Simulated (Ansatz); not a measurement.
CsTi4S8:
```
CELL_PARAMETERS angstrom
      6.83739     0.00000     0.00000
     -3.41870     5.92136     0.00000
      0.00000     0.00000     8.69085
ATOMIC_POSITIONS crystal
  S  0.33409 0.16704 0.83700
  S  0.33333 0.66667 0.83698
  S  0.83296 0.16704 0.83700
  S  0.83296 0.66591 0.83700
  Ti 0.00000 0.00000 0.00000
  Ti 0.00000 0.50000 0.00000
  Ti 0.50000 0.00000 0.00000
  Ti 0.50000 0.50000 0.00000
  S  0.16704 0.33409 0.16300
  S  0.16704 0.83296 0.16300
  S  0.66667 0.33333 0.16302
  S  0.66591 0.83296 0.16300
  Cs 0.00000 0.00000 0.50000
```

Relaxed with r²SCAN+D4. Special points in fractions of this cell's reciprocal vectors: Γ (0.000, 0.000, 0.000); M (0.500, 0.000, 0.000); K (0.333, 0.333, 0.000); A (0.000, 0.000, 0.500); L (0.500, 0.000, 0.500); H (0.333, 0.333, 0.500).

Task: List the band energies nearest the Fermi level at these points for the program Ansatz at the r²SCAN+D4 with spin–orbit coupling level (PAW).

Result: In eV from the Fermi level; about four levels below and three above (degenerate sets whole), none deeper than 8.9 eV; points with the same levels are listed once.

```csv
k,below,above
Γ,-0.27 -0.27 -0.27 -0.27 -0.24 -0.24,0.20 0.20 0.20 0.20
M,-1.79 -1.79 -1.73 -1.73,0.09 0.09 0.13 0.13
K,-1.87 -1.87 -1.87 -1.87 -1.78 -1.78,0.51 0.51 0.54 0.54 0.54 0.54
A,-0.23 -0.23 -0.22 -0.22,0.20 0.20 0.20 0.20
L,-1.82 -1.82 -1.78 -1.78,0.10 0.10 0.10 0.10
H,-1.83 -1.83 -1.82 -1.82,0.53 0.53 0.53 0.53 0.53 0.53
```

Space group P-3m1. The cell is a constructed one: a structure type filled with these elements; neither database checked (COD, Materials Project) lists it. Its standing as an ambient phase is unchecked. The cell was relaxed with r²SCAN+D4 under the symmetry of its start; its stability against distortions is not shown here. No spin polarisation was allowed. With an odd number of electrons in the cell and no spin polarisation, the count alone makes it a metal.

Potentials: the later of the program's two PAW sets.
